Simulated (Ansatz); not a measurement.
## Structure optimisation: magnesium, simple cubic

Method: DFT, r2SCAN, plane waves (500 eV) with PAW, scalar-relativistic (Ansatz). The PAW files were generated under PBE, with cores re-solved for the functional.

k-point mesh 11×11×11, Fermi-Dirac smearing 0.1 eV, no spin polarisation. Cell and atoms relax.

Starting structure:

```
CELL_PARAMETERS angstrom
2.92775 0.00000 0.00000
0.00000 2.92775 0.00000
0.00000 0.00000 2.92775
ATOMIC_POSITIONS crystal
Mg 0.00000 0.00000 0.00000
```

Task: The pressure at the start is 1.9 GPa. By how much does the volume change?

Result: From 25.10 to 26.83 Å³ per atom, 6.9 %. The final cell has a = 2.994 Å.

Task: How much energy does the relaxation gain?

Result: 9.6 meV per atom.
